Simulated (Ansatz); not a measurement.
BaTiO$_{3}$:
```yaml
crystal:
  lattice:
    - [3.97187, 0.00000, 0.00000]
    - [0.00000, 3.97187, 0.00000]
    - [0.00000, 0.00000, 4.11405]
  atoms:
    - { symbol: Ti, position: [0.50000, 0.50000, 0.45242] }
    - { symbol: Ba, position: [0.00000, 0.00000, 0.93434] }
    - { symbol: O, position: [0.50000, 0.50000, 0.89508] }
    - { symbol: O, position: [0.50000, 0.00000, 0.41208] }
    - { symbol: O, position: [0.00000, 0.50000, 0.41208] }
```

Plane-wave PAW r²SCAN (Ansatz code) gives a gap of 2.23 eV without spin–orbit coupling, maximum at A, minimum at Γ.

What happens when spin–orbit coupling is switched on?

The gap is nearly the same, to 2.23 eV; maximum at A, minimum at Γ.

Give the electron effective mass with spin–orbit coupling.

0.46, 0.46, 8.7 mₑ (principal values).

Give the hole effective mass with spin–orbit coupling.

0.84, 0.84, 23 mₑ (principal values).

Space group P4mm. The r²SCAN relaxation kept the symmetry of its start. At this level the phase is dynamically unstable (imaginary phonons). No spin polarisation was allowed.

Potentials: the later of the program's two PAW sets.
